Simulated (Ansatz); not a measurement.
Hg:
```xyz
2
Lattice="-2.8813 2.8813 1.4978 2.8813 -2.8813 1.4978 2.8813 2.8813 -1.4978" Properties=species:S:1:pos:R:3 pbc="T T T"
Hg     0.0000     2.8813     0.7489
Hg     0.0000     0.0000     0.0000
```

Relaxed with PBEsol. Special points in fractions of this cell's reciprocal vectors: Γ (0.000, 0.000, 0.000); X (0.000, 0.000, 0.500); M (-0.500, 0.500, 0.500); Z (0.318, 0.318, -0.318); Z0 (-0.318, 0.682, 0.318); P (0.250, 0.250, 0.250); N (0.000, 0.500, 0.000).

Q: List the band energies nearest the Fermi level at these points for PBEsol (plane waves, PAW; program Ansatz).

A: In eV from the Fermi level; about four levels below and three above (degenerate sets whole), none deeper than 8.9 eV; … stands for higher levels left out; points with the same levels are listed once.

```tsv
k	below	above
Γ	-6.26 -6.26 -5.88 -5.40	1.38 1.61 1.61
X	-6.04 -6.04 -5.49 -5.49	5.57 5.57 6.13 6.13
M	-2.61 -2.61 -1.99 -1.99	11.42 11.42 …
Z	-6.21 -5.85 -1.55 -1.11	1.12 1.37 1.37
P	-5.79 -5.79 -1.07 -1.07	0.18 0.18 9.00 9.00
N	-5.91 -5.60 -1.79 -1.68	2.33 2.69 3.43
```

Space group I4_1/amd (β-Sn type). The workflow started from a Materials Project entry (that database holds measured and hypothetical structures alike); the Crystallography Open Database copy checked does not list it. It is not the usual solid phase (space group No. 166). The cell was relaxed with PBEsol under the symmetry of its start; whether a distortion lowers the energy is not shown. The substance is a gas or liquid at ambient conditions. Scalar-relativistic: spin–orbit coupling is off unless named, which matters more the heavier the elements.

Potentials: the later of the program's two PAW sets.
